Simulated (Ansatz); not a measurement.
Values for one crystal, relaxed and computed with the program Ansatz at the PBE level (PAW); other levels are named.

```yaml
volume_per_atom: 14.76 Å³
band_gap: 0.21 eV (indirect)
Hole effective mass, band 1 of 3 at the edge: 1.0 along [100], 1.0 along [110], 0.49 along [111] (mₑ)
smallest_direct_gap_on_the_standard_path: 0.61 eV
Pressure derivative B′: 4.2
Bulk modulus (Birch–Murnaghan fit): 159 GPa
Hole effective mass, band 2 of 3 at the edge: 0.17 along [100], 0.22 along [110], 0.25 along [111] (mₑ)
```

### Question
Which compound is it?
A. YN, rock salt
B. LiF, rock salt
C. BeS, rock salt
D. MgO, rock salt

### Answer
A, YN, rock salt

Space group Fm-3m (rock salt). Symmetry was held in the PBE relaxation. No spin polarisation was allowed. Spin–orbit coupling is left out wherever it is not named.

Potentials: the later of the program's two PAW sets.
